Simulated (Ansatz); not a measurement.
Theory: DFT PBE, scalar-relativistic, plane waves, PAW (Ansatz). Settings: cutoff 420 eV, Γ-centred meshes spaced at most about 0.3 Å⁻¹, and about 0.25 Å⁻¹ or finer for metals (2π included), Gaussian smearing. Collinear spin in cells that started with moments and kept them past the coarse steps, no spin elsewhere.

Temperature and zero-point effects are left out.

Two forms of NbAl2F3 were relaxed alike.

1. (site moments Nb 1.3 μB)

```xyz
6
Lattice="4.2417 0.0000 0.0000 -2.1209 3.6735 0.0000 0.0000 0.0000 6.0247" Properties=species:S:1:pos:R:3 pbc="T T T"
Al    0.0000    2.4490    3.0123
Al    0.0000    0.0000    3.0123
Nb    0.0000    0.0000    0.0000
F     0.0000    2.4490    1.1336
F     0.0000    2.4490    4.8910
F     2.1209    1.2245    0.0000
```

2. (no spin)

```xyz
6
Lattice="-2.1883 2.1883 4.6426 2.1883 -2.1883 4.6426 2.1883 2.1883 -4.6426" Properties=species:S:1:pos:R:3 pbc="T T T"
Al    0.0000    2.1883    2.3213
Al    2.1883    0.0000    2.3213
Nb    0.0000    0.0000    0.0000
F     0.0000    0.0000    2.2926
F     0.0000    0.0000    6.9925
F     0.0000    0.0000    4.6426
```

Problem. Which is lower in energy, and by how much?

Solution. Cell 1 is lower, by 0.41 eV/atom. Cell 1 has space group P-6m2 (No. 187), 15.6 Å³/atom and no gap on its mesh; cell 2 has space group I4/mmm (No. 139), 14.8 Å³/atom and no gap. Counting F atoms around Al and Nb (those within 1.25 times the shortest such distance or 1.15 times the sum of covalent radii, 1.27 where that leaves under three; a plus sign parts nearer from farther groups; the shortest distance is added where it exceeds 1.18 times the sum of covalent radii; a slash parts the counts of unlike sites), cell 1 has Nb 3+6, Al 2/6 from 3.1 Å and cell 2 has Nb 2, Al 4 from 2.2 Å. Their magnetic states differ too, which can make part of the margin. The lower one is the more open, so pressure narrows the difference. Both come from invented guesses. A third cell relaxed alike, in R-3m, lies 0.45 eV/atom below the lower of the two.

A magnetic state wasn't ruled out in cells without spin, among them I4/mmm. Another magnetic order may lie lower. Cells relaxed within their symmetry can be saddle points.
